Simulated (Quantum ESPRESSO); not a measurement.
# GaZnAlF6Cl2: convergence and cost over cutoff and k mesh

Simulated, not a measurement. The program is pw.x of Quantum ESPRESSO 7.5 (plane-wave density functional theory). The cell is made up: 11 atoms on a rutile lattice with one site empty, with randomly drawn elements, strain and displacements, not relaxed. PseudoDojo standard norm-conserving files (v0.5 for PBE, v0.4.1 for LDA and PBEsol) set the functional; there is no spin polarisation, spin-orbit coupling or dispersion term, and the masses in the input are unused placeholders.

Input of the run in row 4:

```
&control calculation='scf', pseudo_dir='./dojo.nc.sr.pbe.v0_5.standard.upf', outdir='./o', disk_io='low', tprnfor=.true., tstress=.true. /
&system ibrav=0, nat=11, ntyp=5, nbnd=52, ecutwfc=84.00895049, nosym=.true., tot_charge=0,
 occupations='smearing', smearing='fd', degauss=0.0018374661
/
&electrons conv_thr=7.350e-09, electron_maxstep=60, /
ATOMIC_SPECIES
Al 1.0 Al.upf
Cl 1.0 Cl.upf
F 1.0 F.upf
Ga 1.0 Ga.upf
Zn 1.0 Zn.upf
CELL_PARAMETERS angstrom
4.7217 -0.0435 0.057
-0.0435 4.7993 -0.0524
0.0755 -0.0694 6.2166
ATOMIC_POSITIONS angstrom
Ga 0.0641 -0.0168 0.0267
Zn 2.3625 2.3576 1.5989
Al 2.3941 2.3401 4.682
F 1.4307 1.4733 0.0163
F 3.2836 3.3244 -0.0118
F 3.8008 0.8558 1.576
F 0.9064 3.8298 1.5054
F 1.4672 1.4197 3.1339
Cl 3.2517 3.2806 3.1243
F 3.8579 0.8384 4.7148
Cl 0.9534 3.8453 4.6158
K_POINTS automatic
5 5 4 1 1 1
```

The same cell was run at these settings. Meshes are shifted by half a step, and differences are from the last row, which is itself not exact.

| cutoff (eV) | k mesh | k points solved | threshold (eV) | free energy less the last row's (eV) | pressure (GPa) | largest stress difference (GPa) | largest force difference (eV/Å) | iterations | wall time (s) | k-point pools | processor |
| --- | --- | --- | --- | --- | --- | --- | --- | --- | --- | --- | --- |
| 800 | 2 x 2 x 2 | 4 | 1e-04 | 3.508 | -23.78 | 35.60 | 0.053 | 7 | 12 | 4 | Intel Xeon, 2023 or later |
| 1143 | 1 x 1 x 1 | 1 | 1e-07 | 0.172 | 13.13 | 4.42 | 0.252 | 11 | 19 | 4 | Intel Xeon, 2023 or later |
| 659 | 5 x 5 x 4 | 50 | 1e-07 | 28.142 | -168.63 | 180.81 | 0.227 | 10 | 48 | 4 | Intel Xeon, 2023 or later |
| 1143 | 5 x 5 x 4 | 50 | 1e-07 | 0.003 | 11.63 | 0.00 | 0.000 | 11 | 112 | 4 | Intel Xeon, 2023 or later |
| 1437 | 7 x 7 x 6 | 147 | 1e-07 | 0.000 | 11.63 | 0.00 | 0.000 | 11 | 405 | 4 | Intel Xeon, 2023 or later |

Each pool is one process. Wall times include start-up and a band step at six k points, which weighs most on the coarsest meshes. The runs were on shared virtual cores whose load varied, so times are rough.